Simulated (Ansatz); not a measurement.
V₂SiN:
```cif
data_N2Si2V4
_chemical_formula_sum 'V4 Si2 N2'
_space_group_name_H-M_alt 'P63/mmc'
_space_group_IT_number 194
_space_group_name_Hall '-P 6c 2c'
_cell_length_a 2.89364
_cell_length_b 2.89364
_cell_length_c 12.00725
_cell_angle_alpha 90.000
_cell_angle_beta 90.000
_cell_angle_gamma 120.000
loop_
_atom_site_label
_atom_site_type_symbol
_atom_site_symmetry_multiplicity
_atom_site_Wyckoff_symbol
_atom_site_fract_x
_atom_site_fract_y
_atom_site_fract_z
_atom_site_occupancy
V1 V 4 f 0.33333 0.66667 0.08935 1
Si1 Si 2 d 0.66667 0.33333 0.25000 1
N1 N 2 a 0.00000 0.00000 0.00000 1
```

Relaxed with PBEsol.

Question: Which orbitals make up the states near the Fermi level in DFT-PBEsol in the program Ansatz with PAW potentials?

Answer: Within 0.5 eV of the Fermi level: V 3d 84 %, Si 3p 7 %. Projections are on Löwdin-orthogonalised atomic valence shells; empty p or d shells of many metals are not among them.

Question: Tabulate the density of states.

Answer: States/eV per cell of 8 atoms, in 0.25 eV bins, energy from the Fermi level.

```tsv
E (eV)	total	V 3d	N 2p	Si 3p
-7.85	1.86	0.38	0.82	0.20
-7.60	2.65	0.57	1.30	0.22
-7.35	5.26	1.18	2.63	0.37
-7.10	6.85	1.58	2.96	0.46
-6.85	2.47	0.63	1.11	0.15
-6.60	2.64	0.71	1.54	0.09
-6.35	5.10	1.36	2.95	0.16
-6.10	10.52	2.76	6.55	0.38
-5.85	8.90	2.77	5.57	0.12
-5.60	5.04	1.76	3.10	0.09
-5.35	0.39	0.06	0.04	0.24
-5.10	0.78	0.13	0.09	0.47
-4.85	1.25	0.24	0.13	0.75
-4.60	1.45	0.34	0.10	0.84
-4.35	1.49	0.38	0.09	0.81
-4.10	1.30	0.37	0.06	0.65
-3.85	2.26	0.69	0.12	1.13
-3.60	4.73	1.75	0.28	2.19
-3.35	9.34	4.34	0.41	3.86
-3.10	5.42	2.82	0.13	2.06
-2.85	4.49	3.12	0.07	1.02
-2.60	3.55	2.68	0.05	0.59
-2.35	2.69	2.13	0.04	0.36
-2.10	2.36	1.95	0.04	0.24
-1.85	2.45	2.03	0.04	0.24
-1.60	2.56	2.10	0.04	0.27
-1.35	3.39	2.77	0.08	0.35
-1.10	3.33	2.77	0.08	0.33
-0.85	4.49	3.97	0.08	0.29
-0.60	3.64	3.06	0.12	0.31
-0.35	4.22	3.41	0.20	0.38
-0.10	7.15	6.13	0.22	0.53
0.15	6.70	5.66	0.24	0.49
0.40	6.27	5.27	0.22	0.39
0.65	7.28	6.29	0.32	0.34
0.90	9.41	8.30	0.43	0.34
1.15	10.13	9.01	0.48	0.36
1.40	6.77	5.82	0.38	0.38
1.65	4.85	3.92	0.29	0.46
1.90	5.77	4.45	0.38	0.69
2.15	6.92	5.22	0.53	0.82
2.40	5.79	3.89	0.67	0.75
2.65	7.46	4.86	0.87	0.68
2.90	9.90	6.43	1.16	0.76
3.15	8.02	4.94	1.10	0.81
3.40	6.13	3.60	1.17	0.67
3.65	4.96	2.85	0.95	0.53
3.90	4.01	2.10	0.60	0.56
```

Space group P6_3/mmc. The start of the workflow was typed in or built on a structure type; neither database checked (COD, Materials Project) lists it. Whether it is the stable phase at ambient conditions was not checked. The PBEsol relaxation kept the symmetry of its start; its stability against distortions is not shown here. The workflow began spin-polarised and lost its moments.

Potentials: the earlier of the program's two PAW sets. The files were generated under PBE; for other functionals the program regenerates the frozen cores, and for LDA and PBEsol the local potential too.
